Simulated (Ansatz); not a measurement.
Data:

TaAs2:
```cif
data_As8Ta4
_chemical_formula_sum 'Ta4 As8'
_space_group_name_H-M_alt 'C2/m'
_space_group_IT_number 12
_space_group_name_Hall '-C 2y'
_cell_length_a 9.33075
_cell_length_b 3.36979
_cell_length_c 7.74663
_cell_angle_alpha 90.000
_cell_angle_beta 119.657
_cell_angle_gamma 90.000
loop_
_space_group_symop_operation_xyz
  'x, y, z'
  '-x, -y, -z'
  '-x, y, -z'
  'x, -y, z'
  'x+1/2, y+1/2, z'
  '-x+1/2, -y+1/2, -z'
  '-x+1/2, y+1/2, -z'
  'x+1/2, -y+1/2, z'
loop_
_atom_site_label
_atom_site_type_symbol
_atom_site_symmetry_multiplicity
_atom_site_Wyckoff_symbol
_atom_site_fract_x
_atom_site_fract_y
_atom_site_fract_z
_atom_site_occupancy
Ta1 Ta 4 i 0.15699 0.00000 0.19527 1
As1 As 4 i 0.14027 0.00000 0.52732 1
As2 As 4 i 0.40554 0.00000 0.10865 1
```
(The calculation used a cell of 6 atoms; values per cell refer to that cell.)

This is the PBEsol-relaxed structure.

Task: All from plane-wave PAW PBEsol (Ansatz code), unless another level is named. Estimate the electronic character.

Result: metallic (no gap).

Task: And the formation energy from the elements (no fitted shifts)?

Result: -51 kJ/mol of atoms.

Task: And the density of states at the Fermi level?

Result: 0.07 states/eV per atom (mean over ±0.08 eV).

The workflow started from a Materials Project entry (that database holds measured and hypothetical structures alike); the Crystallography Open Database copy checked does not list it. Whether it is the stable phase at ambient conditions was not checked. Symmetry was held in the PBEsol relaxation; its stability against distortions is not shown here. The run is not spin-polarised. The references are the lowest solids computed at this level, not always the standard phases. Spin–orbit coupling is left out wherever it is not named.

Potentials: the later of the program's two PAW sets.
